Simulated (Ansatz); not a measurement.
Ansatz 0.2.0, settings compared: La2Cu2Se2O3

The command:

```bash
ansatz run input.yaml --threads 1 --pin off --max-ram 2560MiB --backend cpu --events-out ev --progress --plain --runs-dir out
```

Input:

```yaml
crystal:
  lattice:
    - [0.0, 4.094683, 0.0]
    - [4.094683, 0.0, 0.0]
    - [2.047341, 2.047341, -9.268483]
  atoms:
    - { symbol: La, position: [0.68344, 0.68344, 0.63312] }
    - { symbol: La, position: [0.31656, 0.31656, 0.36688] }
    - { symbol: Cu, position: [0.0, 0.5, 0.0] }
    - { symbol: Cu, position: [0.5, 0.0, 0.0] }
    - { symbol: O, position: [0.25, 0.75, 0.5] }
    - { symbol: O, position: [0.75, 0.25, 0.5] }
    - { symbol: O, position: [0.5, 0.5, 0.0] }
    - { symbol: Se, position: [0.09516, 0.09516, 0.80968] }
    - { symbol: Se, position: [0.90484, 0.90484, 0.19032] }
  symmetry: { tolerance: 0.0003 }
kpoints:
  mp_grid: { grid: [5, 5, 5], shift: [0, 0, 0] }
magnetization:
  spin_polarized: false
scf:
  occupations: { method: fermi_dirac }
hamiltonian:
  pseudopotentials: { kind: paw }
  xc: pbe
basis:
  ecutwfc: 420
output:
  forces: true
  stress: true
  eigenvalues: true
  write_density: true
  write_potential: true
  elf: true
  volumetric_format: npy
```

Origin of the cell: a known structure type with other elements, at an estimated volume, so it need not be a known compound.

The smearing width isn't typed, so it takes its default of 0.1 eV.

Output of this run (shortened):

```
SCF iter   1: F=—  HF=-38399.786047 eV  Δρ=6.22e-3  dr2=7.63e-2
SCF iter   2: F=—  HF=-38399.780885 eV  Δρ=2.14e-3  dr2=1.72e-2  defer=3
SCF iter   3: F=—  HF=-38399.779805 eV  Δρ=1.36e-3  dr2=1.11e-2  defer=3
SCF iter   4: F=—  HF=-38399.778879 eV  Δρ=4.34e-4  dr2=2.93e-3  defer=3
SCF iter   5: F=—  HF=-38399.778569 eV  Δρ=4.39e-4  dr2=9.10e-4  defer=4
SCF iter   6: F=—  HF=-38399.778371 eV  Δρ=1.44e-4  dr2=1.20e-4  defer=8
SCF iter   7: F=—  HF=-38399.778378 eV  Δρ=1.31e-4  dr2=2.88e-5  defer=8
SCF iter   8: F=—  HF=-38399.778442 eV  Δρ=5.10e-5  dr2=5.20e-6  defer=16
SCF iter   9: F=—  HF=-38399.778442 eV  Δρ=1.40e-5  dr2=5.60e-7  defer=16
SCF iter  10: F=—  HF=-38399.778442 eV  Δρ=5.65e-6  dr2=1.07e-7  defer=16
SCF iter  11: F=-38399.778442 eV  HF=-38399.778442 eV  Δρ=4.67e-6  dr2=4.93e-8
SCF 1 converged in 11 iterations: F = -38399.778442 eV  dr2 = 4.93e-8
SCF converged after 11 iterations
Free energy (F): -38399.778442 eV
Harris-Foulkes:  -38399.778442 eV  (|F-HF|=4.99e-8)
Internal energy: -38399.579063 eV  (E = F + TS)
E sigma→0 (E₀):  -38399.678753 eV
Entropy (-TS):   -0.199378 eV (-22.153 meV/atom)
Fermi energy:    10.950394 eV
--- Per-component energies (eV) ---
  E_band       = -1602.736673
  E_kinetic    = 1741.761664
  E_local      = -20202.941234  (includes V_loc(G=0)·N_el)
  E_nonlocal   = -63.812026
  E_hartree    = 9320.168311
  E_xc         = -886.374070
  E_vxc        = -1003.470258  (∫ρ·V_xc dr)
  E_paw        = -18463.821987  (= ΣΔE_a)
  E_vpaw       = -714.633917  (= ΣTr[D̂ρ^β])
  E_aug_tail   = 0.006652  (compensation charges beyond the density's cutoff)
  E_ewald      = -9844.566373
  E_smearing   = -0.199378  (= −TS)
  Σ components = -38399.778442   (vs F -38399.778442, Δ=0.00e0)
--- Forces (eV/Å), atoms counted from 1 ---
  atom   1  La    -0.000000    -0.000000    -0.081033
  atom   2  La     0.000000     0.000000     0.081033
  atom   3  Cu     0.000000    -0.000000     0.000000
  atom   4  Cu    -0.000000     0.000000     0.000000
  atom   5  O     -0.000000     0.000000     0.000000
  atom   6  O      0.000000    -0.000000    -0.000000
  atom   7  O      0.000000    -0.000000     0.000000
  atom   8  Se    -0.000000    -0.000000    -0.095494
  atom   9  Se     0.000000     0.000000     0.095494
  max |Σ_I F_I| component: 1.39e-16 eV/Å
--- Stress (GPa, compression-positive) ---
       -0.653030      -0.000000      -0.000000
       -0.000000      -0.653030      -0.000000
       -0.000000      -0.000000      -1.299000
  P = ⅓ Tr σ = -0.8684 GPa (-8.684 kbar)
```

The same input was run again with these changes:

1. `crystal.symmetry` { tolerance: 0.0003 } → { detect: false }; `scf.occupations.method` fermi_dirac → tetrahedron_uncorrected
2. `scf.convergence.dr2_threshold` default → 1.0e-11; `hamiltonian.xc` pbe → lda
3. `magnetization` { spin_polarized: false } → { spin_polarized: true } (starts: ferro); `basis.ecutwfc` 420 → "350 eV"; typed moments: La1 1, La2 1, Cu3 3, Cu4 1, O5 2, O6 3, O7 2, Se8 2, Se9 3
4. `scf.occupations.method` fermi_dirac → tetrahedron; `scf.convergence.dr2_threshold` default → 1.0e-08

```
 run        end  SCF iterations  P (GPa)  max force component (eV/Å)  moment (μB)  ΔE(σ→0) (meV/atom)
base  converged              11    -0.87                       0.095            –                   0
   1  converged              14    -0.91                       0.064            –                7.92
   2  converged              16    -8.78                       0.369            –                   –
   3  converged              22    -0.84                       0.097         0.00               32.80
   4  converged              15    -0.98                       0.062            –                0.54
```

Energies are compared only where functional, datasets, charge and starting cell are the same.

Not properties of the system: run 3 (too coarse or loose: `basis.ecutwfc` = "350 eV").

Caveats of the base run: no moments, though an odd count or open d shells may carry them; no spin-orbit coupling, though heavy elements are present; the k mesh is coarse if the cell is a metal.

Run 3: a starting moment was lost; the cutoff lies below the datasets' advice; typed moments were cut to what the open shells hold.
Run 4: forces and stress under tetrahedra may miss the slope of the energy.

The base run ran for 21 s on 1 thread of Arm Neoverse V1 (shared host), peak memory 0.51 GiB, from the program's own first density.
